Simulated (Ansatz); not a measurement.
Cu: levels along high-symmetry lines

```
Cu
1.0
     0.00000    1.78872    1.78872
     1.78872    0.00000    1.78872
     1.78872    1.78872    0.00000
Cu
1
Direct
  0.00000 0.00000 0.00000
```

Structure from Materials Project entry mp-30 (possibly hypothetical), not relaxed further.

Theory: DFT, PBE, all-electron LAPW, Dirac equation with spin-orbit coupling (Ansatz 0.2.0).

Settings: a Γ-centred 17×17×17 k mesh, Fermi–Dirac smearing of 0.05 eV, basis error target 0.25 meV/atom, no spin polarisation.

Points in fractions of the reciprocal vectors of this cell: Γ (0, 0, 0), X (0.5, 0, 0.5), U (0.625, 0.25, 0.625), K (0.375, 0.375, 0.75), L (0.5, 0.5, 0.5), W (0.5, 0.25, 0.75). The path joins them by straight lines in the order Γ–X–U–K–Γ–L–W–X; legs that retrace an earlier one aren't tabulated. Energies are in eV from the Fermi level.

Problem. List the levels at W between -14 and 8 eV.

Solution. -4.39 (×2), -3.79 (×2), -3.70 (×2), -2.35 (×2), -1.56 (×2), 6.16 (×2), 6.27 (×2).

Problem. List the levels at U between -14 and 8 eV.

Solution. -4.56 (×2), -4.31 (×2), -2.93 (×2), -2.18 (×2), -1.76 (×2), 4.30 (×2), 5.74 (×2), 7.96 (×2).

Problem. List the levels at L between -14 and 8 eV.

Solution. -5.36 (×2), -3.33 (×2), -3.13 (×2), -1.76 (×2), -1.65 (×2), -1.23 (×2), 3.83 (×2).

Problem. What is the band gap?

Solution. none: bands cross the Fermi level, a metal.
